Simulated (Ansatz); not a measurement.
# Turning moments in Fe

Fe is taken as a test cell of our own (not relaxed), 1 atom in the cell.

```
Fe
1.0
    -1.45850    1.45850    1.45850
     1.45850   -1.45850    1.45850
     1.45850    1.45850   -1.45850
Fe
1
Cartesian
  0.0000 0.0000 0.0000
```

Numbers behind element symbols give the atom's place in this list.

The calculation used Ansatz development build ahead of 0.2.0, DFT, PBE, fully relativistic norm-conserving potentials, plane waves, spin-orbit coupling.

| Item | Value |
| --- | --- |
| Plane-wave cutoff | 1225 eV |
| k-point mesh | 5×5×5 (Γ-centred) |
| Occupations | Gaussian smearing, 0.1 eV |
| Valence electrons | 16 |

With one magnetic atom in the cell its copies can only be parallel; orders in a larger cell may lie lower.

The mesh is coarse, so energy differences (and at times their sign) aren't converged.

Spins are non-collinear; moments are vectors (x, y, z) in μB.

Default search: extra SCF cycles where an unstable direction or a doubtful shell filling shows. With a search on, the program may also reshape the start on open shells.

Only this run was made, so its end need not be the lowest state of the cell.

Q: Start Fe1 (0.00, 0.00, 2.20); default search for lower states. What happens?

A: It converges in 13 iterations: site vectors not recorded: net moment 2.51 μB, absolute moment 2.67 μB.
